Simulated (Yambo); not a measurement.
```xyz
12
Lattice="2.1105 -5.4373 0.0000 2.1105 5.4373 0.0000 0.0000 0.0000 5.9398" Properties=species:S:1:pos:R:3 pbc="T T T"
H      2.1105    -0.1130     5.8115
H      2.1105     0.1130     2.8416
H      3.4063     1.1734     4.1611
H      0.8147    -1.1734     1.1912
H      0.8147     1.1734     4.1611
H      3.4063    -1.1734     1.1912
O      2.1105     3.7125     1.4527
O      2.1105    -3.7125     4.4226
O      2.1105    -0.3632     0.8104
O      2.1105     0.3632     3.7803
Rb     2.1105     3.7661     4.3680
Rb     2.1105    -3.7661     1.3981
```

RbO2H3 (space group Cmc2_1, No. 36): mean Im ε in 1 eV windows above the direct gap of 7.22 eV, for different electron-hole kernels (Yambo, broadening 0.15 eV, norm-conserving LDA (Quantum ESPRESSO, 84 Ry, without SOC) bands; 4×4×4 mesh, 11 valence and 12 conduction bands, static screening with 74 bands and a 3 Ry block, scissor 2.94 eV, Tamm-Dancoff; field along x).

| window (eV) | independent quasiparticles | BSE |
|---|---|---|
| 7.2 to 8.2 | 0.3 | 0.8 |
| 8.2 to 9.2 | 0.7 | 1.7 |
| 9.2 to 10.2 | 1.2 | 1.1 |
| 10.2 to 11.2 | 1.8 | 1.2 |
| 11.2 to 12.2 | 1.2 | 1.1 |

This run doesn't resolve bound excitons or single peaks, so only averages are given, and they too depend on the mesh; weight that the attraction moves below the gap isn't listed. All transitions below 13.60 eV are in the band window. The scissor comes from a G0W0 run whose convergence isn't established.

Geometry of the Materials Project entry, not relaxed at this level.

The structure is a Materials Project entry; no match was found in the copy of COD used, and its stability was not checked.
